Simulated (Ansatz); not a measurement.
A relaxation computed with Ansatz, from input to last step.

```yaml
crystal:
  lattice:
    - [3.2028985964, 0.0, 0.0]
    - [-1.6014492982, 2.7737915502, 0.0]
    - [0.0, 0.0, 3.4582792153]
  atoms:
    - { symbol: Ni, position: [0.3333333333, 0.6666666667, 0.5] }
    - { symbol: Ni, position: [0.6666666667, 0.3333333333, 0.5] }
    - { symbol: Os, position: [0.0, 0.0, 0.0] }
basis:
  ecutwfc: 420
kpoints:
  mp_grid: { grid: [6, 6, 6] }
hamiltonian:
  xc: pbe
scf:
  occupations: { method: gaussian, width: 0.1 }
  lower_state_search: "off"
output:
  forces: true
  stress: true
  eigenvalues: true
relax:
  adjacent_minimum: "off"
  f_tol: 0.04
  max_steps: 70
  cell: { stress_tol: 0.4 }
```

```bash
ansatz run input.yaml --threads 1 --pin off --max-ram 2560MiB --backend cpu --events-out ev --progress --plain --runs-dir out
```

All numbers below come from Ansatz, DFT PBE, scalar-relativistic, plane waves, PAW.

Of 15 frames 10 are shown, positions in Å and forces in eV/Å; the SCF threshold varies from step to step. Steps run on the plane waves of an earlier cell, with a Pulay correction in the pressure. The basis is chosen afresh for the last frame, the zero of the energies, and at times for earlier ones too; energy and pressure step there, also at an unchanged geometry. Here that happened at step 11 (-140 meV/atom, 16.4 GPa); the frames before carry an error of that size.

```xyz
3
Lattice="3.2029 0.0000 0.0000 -1.6014 2.7738 0.0000 0.0000 0.0000 3.4583" Properties=species:S:1:pos:R:3:forces:R:3 pbc="T T T" step=1 free_energy_over_end_meV_per_atom=2156.02 pressure_GPa=114.88
Ni    0.0000    1.8492    1.7291    0.0000    0.0000    0.0000
Ni    1.6014    0.9246    1.7291    0.0000    0.0000    0.0000
Os    0.0000    0.0000    0.0000    0.0000    0.0000    0.0000
3
Lattice="3.5191 0.0000 0.0000 -1.7596 3.0476 0.0000 0.0000 0.0000 3.4218" Properties=species:S:1:pos:R:3:forces:R:3 pbc="T T T" step=3 free_energy_over_end_meV_per_atom=1039.60 pressure_GPa=19.57
Ni    0.0000    2.0318    1.7109    0.0000    0.0000    0.0000
Ni    1.7596    1.0159    1.7109    0.0000    0.0000    0.0000
Os    0.0000    0.0000    0.0000    0.0000    0.0000    0.0000
3
Lattice="3.6522 0.0000 0.0000 -1.8261 3.1629 0.0000 0.0000 0.0000 3.2517" Properties=species:S:1:pos:R:3:forces:R:3 pbc="T T T" step=4 free_energy_over_end_meV_per_atom=760.11 pressure_GPa=3.28
Ni    0.0000    2.1086    1.6259    0.0000    0.0000    0.0000
Ni    1.8261    1.0543    1.6259    0.0000    0.0000    0.0000
Os    0.0000    0.0000    0.0000    0.0000    0.0000    0.0000
3
Lattice="3.7874 0.0000 0.0000 -1.8937 3.2800 0.0000 0.0000 0.0000 2.9098" Properties=species:S:1:pos:R:3:forces:R:3 pbc="T T T" step=6 free_energy_over_end_meV_per_atom=382.83 pressure_GPa=-3.06
Ni    0.0000    2.1866    1.4549    0.0000    0.0000    0.0000
Ni    1.8937    1.0933    1.4549    0.0000    0.0000    0.0000
Os    0.0000    0.0000    0.0000    0.0000    0.0000    0.0000
3
Lattice="3.8430 0.0000 0.0000 -1.9215 3.3281 0.0000 0.0000 0.0000 2.7369" Properties=species:S:1:pos:R:3:forces:R:3 pbc="T T T" step=7 free_energy_over_end_meV_per_atom=251.55 pressure_GPa=-1.45
Ni    0.0000    2.2188    1.3685    0.0000    0.0000    0.0000
Ni    1.9215    1.1094    1.3685    0.0000    0.0000    0.0000
Os    0.0000    0.0000    0.0000    0.0000    0.0000    0.0000
3
Lattice="3.9093 0.0000 0.0000 -1.9546 3.3855 0.0000 0.0000 0.0000 2.5928" Properties=species:S:1:pos:R:3:forces:R:3 pbc="T T T" step=9 free_energy_over_end_meV_per_atom=202.78 pressure_GPa=-2.47
Ni    0.0000    2.2570    1.2964    0.0000    0.0000    0.0000
Ni    1.9546    1.1285    1.2964    0.0000    0.0000    0.0000
Os    0.0000    0.0000    0.0000    0.0000    0.0000    0.0000
3
Lattice="3.8999 0.0000 0.0000 -1.9499 3.3774 0.0000 0.0000 0.0000 2.5920" Properties=species:S:1:pos:R:3:forces:R:3 pbc="T T T" step=10 free_energy_over_end_meV_per_atom=202.19 pressure_GPa=0.07
Ni    0.0000    2.2516    1.2960    0.0000    0.0000    0.0000
Ni    1.9499    1.1258    1.2960    0.0000    0.0000    0.0000
Os    0.0000    0.0000    0.0000    0.0000    0.0000    0.0000
3
Lattice="3.9781 0.0000 0.0000 -1.9891 3.4451 0.0000 0.0000 0.0000 2.5650" Properties=species:S:1:pos:R:3:forces:R:3 pbc="T T T" step=12 free_energy_over_end_meV_per_atom=13.52 pressure_GPa=6.82
Ni    0.0000    2.2968    1.2825    0.0000    0.0000    0.0000
Ni    1.9891    1.1484    1.2825    0.0000    0.0000    0.0000
Os    0.0000    0.0000    0.0000    0.0000    0.0000    0.0000
3
Lattice="4.0396 0.0000 0.0000 -2.0198 3.4984 0.0000 0.0000 0.0000 2.5375" Properties=species:S:1:pos:R:3:forces:R:3 pbc="T T T" step=13 free_energy_over_end_meV_per_atom=0.56 pressure_GPa=1.27
Ni    0.0000    2.3322    1.2687    0.0000    0.0000    0.0000
Ni    2.0198    1.1661    1.2687    0.0000    0.0000    0.0000
Os    0.0000    0.0000    0.0000    0.0000    0.0000    0.0000
3
Lattice="4.0489 0.0000 0.0000 -2.0245 3.5065 0.0000 0.0000 0.0000 2.5378" Properties=species:S:1:pos:R:3:forces:R:3 pbc="T T T" step=15 free_energy_over_end_meV_per_atom=0.00 pressure_GPa=-0.08
Ni    0.0000    2.3376    1.2689    0.0000    0.0000    0.0000
Ni    2.0245    1.1688    1.2689    0.0000    0.0000    0.0000
Os    0.0000    0.0000    0.0000    0.0000    0.0000    0.0000
```

The start puts this composition into another compound's structure type, which needn't suit it. At the end the space group is P6/mmm (tolerance 0.05 Å).

It took 50 s on 1 thread of Intel(R) Xeon(R) Platinum 8259CL CPU @ 2.50GHz (Skylake/Cascade Lake), on a shared host, peak memory 0.39 GiB.

The k mesh is coarse. Spin–orbit coupling is left out, which can shift energies with elements as heavy as these. Spin polarisation was left out, and a magnetic state may lie lower.